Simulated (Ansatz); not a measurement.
**⁶⁷Zn NMR of the central transition in Zn₂CdB₂O₆**

Cell: a computed structure from the Materials Project (it need not be an observed phase).

```
Zn Cd B O
1.0
     6.32457    0.00000    0.00000
     0.79107    6.37887    0.00000
     0.96054    1.00042    6.41824
Zn Cd B O
4 2 4 12
Direct
  0.04652 0.33584 0.72537
  0.22219 0.84066 0.54458
  0.83837 0.54540 0.22373
  0.54024 0.22988 0.83830
  0.34573 0.72623 0.04047
  0.70837 0.04704 0.33869
  0.40854 0.41606 0.43392
  0.90649 0.91623 0.90234
  0.16301 0.16980 0.16013
  0.66844 0.64332 0.64905
  0.52482 0.48516 0.24282
  0.48289 0.22601 0.54745
  0.21974 0.52704 0.50939
  0.01213 0.01857 0.71852
  0.99781 0.72371 0.99632
  0.71291 0.00435 0.99594
  0.27182 0.98208 0.24951
  0.97735 0.25536 0.26697
  0.23736 0.26734 0.96134
  0.47650 0.75774 0.71074
  0.78661 0.71305 0.46035
  0.74234 0.45934 0.77407
```

Atoms are numbered from 1 in the order listed; like atoms form one site, named after its first atom.

Computed with Ansatz: DFT, PBE, plane waves and PAW, scalar-relativistic, 420 eV cutoff, Γ-centred 4×4×3 k-points, Fermi–Dirac smearing 0.02 eV.

⁶⁷Zn has I = 5/2 and Q = 122.0 mb (Pyykkö 2018); at 14.1 T its Larmor frequency is ν₀ = 37.6 MHz. Only the quadrupole interaction is simulated: positions count from each site's isotropic chemical shift, and shift anisotropy, dipolar and J coupling are left out.

(1) Simulate the second-order pattern (static powder, Gaussian broadening 20 kHz) of site Zn4 (4 O at 1.95–2.02 Å; also 2 O at 3.17–3.25 Å).

## Answers

(1) The calculation gives C_Q = 17.7 MHz and η = 0.50, so ν_Q = 2.65 MHz and the centre of gravity lies at -1437 ppm (-54.1 kHz).

```csv
offset (kHz),height
-272.8,0
-259.2,6
-245.5,27
-231.8,41
-218.2,44
-204.5,46
-190.8,48
-177.2,50
-163.5,53
-149.9,56
-136.2,60
-122.5,66
-108.9,74
-95.2,89
-81.6,100
-67.9,88
-54.2,77
-40.6,73
-26.9,71
-13.3,70
0.4,69
14.1,63
27.7,63
41.4,75
55.0,97
68.7,84
82.4,54
96.0,44
109.7,39
123.3,25
137.0,6
150.7,0
```
